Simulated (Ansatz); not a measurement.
# Be: where the heat goes in a short trajectory

Level of theory: DFT PBEsol, scalar-relativistic, plane waves, PAW (Ansatz 0.2.0). Cutoff 420 eV, Γ-centred 3×3×3 k-points, Fermi–Dirac smearing of 0.05 eV. The mesh is coarse. No spin polarisation.

18 atoms start on the lattice sites below (V = 143.1 Å³, 1.01 times the source cell's; static pressure -3.47 GPa, largest force component 0.00 eV/Å) with velocities drawn for 450 K; Langevin thermostat aiming at the same temperature, fixed cell, 73 steps of 3 fs.

```
Be
1.0
     0.00000   -2.51457   -5.02914
     5.02914    0.00000   -2.51457
     2.51457   -5.02914    0.00000
Be
18
Direct
  0.83333 0.83333 0.83333
  0.88889 0.22222 0.55556
  0.94444 0.61111 0.27778
  0.61111 0.27778 0.94444
  0.66667 0.66667 0.66667
  0.72222 0.05556 0.38889
  0.77778 0.44444 0.11111
  0.44444 0.11111 0.77778
  0.50000 0.50000 0.50000
  0.55556 0.88889 0.22222
  0.22222 0.55556 0.88889
  0.27778 0.94444 0.61111
  0.33333 0.33333 0.33333
  0.38889 0.72222 0.05556
  0.05556 0.38889 0.72222
  0.11111 0.77778 0.44444
  0.16667 0.16667 0.16667
  0.00000 0.00000 0.00000
```

```
t (fs) T (K) kinetic energy (meV/atom) potential energy over the first frame (meV/atom) P with the kinetic part (GPa)
   0.0    425                       54.9                                               0.0                          -2.73
  15.0    345                       44.6                                              47.8                          -0.91
  30.0    305                       39.4                                              48.9                          -0.68
  45.0    513                       66.3                                              42.7                          -0.75
  60.0    388                       50.2                                              58.0                          -0.03
  75.0    439                       56.7                                              57.4                          -0.06
  90.0    464                       60.0                                              66.9                           0.23
 105.0    496                       64.2                                              46.9                          -0.42
 120.0    327                       42.3                                              72.5                           0.24
 135.0    458                       59.2                                              64.2                           0.17
 150.0    624                       80.6                                              77.4                           1.05
 165.0    500                       64.6                                              62.4                          -0.02
 180.0    462                       59.7                                              59.6                          -0.05
 195.0    376                       48.6                                              56.4                          -0.33
 210.0    440                       56.9                                              45.1                          -0.82
```

T counts 3N degrees of freedom. Means over every step of the second half, not only the rows shown: T = 462 K, kinetic energy 59.7 meV/atom, potential energy 62.3 meV/atom, P = 0.03 GPa.

**Question.** Does the potential energy follow equipartition for harmonic vibrations?

**Answer.** In a harmonic crystal each vibration holds as much potential as kinetic energy on average; T is counted on all 3N degrees of freedom here, and the thermostat also drives the centre of mass, which has no potential energy, so the share is (N − 1)/N of the kinetic energy, 56.4 meV/atom. The run has 62.3, a ratio of 1.10. That is near one, as for a crystal vibrating about its sites. The time step adds a little: a Verlet scheme lowers a mode's mean kinetic energy against its potential energy by the factor 1 − (ωΔt)²/4. So short a run gives a rough mean. Electronic entropy is part of the potential energy at this smearing.

**Question.** Split the rise of pressure into the kinetic part and the rest. Can a thermal Grüneisen parameter be estimated?

**Answer.** The program counts the kinetic part as N k_B T/V = 0.80 GPa. The pressure lies 3.50 GPa over the static one in all, so the forces add 2.70 GPa. For a harmonic mode with ω ∝ V^(−γ) and an amplitude that scales with the cell, the forces add (2γ − 2/3)U/V, which needs no equipartition; when U equals the kinetic energy K, this and the kinetic part 2K/(3V) sum to the Mie–Grüneisen γE_th/V. With U = N × 62.3 meV, γ = 1/3 + V ΔP_forces/(2U) = 1.41, for harmonic vibrations a mean over the modes weighted by their potential energy, for uniform scaling of the cell (in a layered or otherwise anisotropic crystal this differs from γ under hydrostatic pressure). Most solids fall between 1 and 3, and tetrahedral, framework and layered ones often lower; anharmonic motion and pressure swings in a cell of 18 atoms make this value uncertain by tenths or more. The mean pressure differs by 0.8 GPa between the two halves of this window, worth 0.3 in γ, so slow motion isn't averaged out and the value is a rough guess.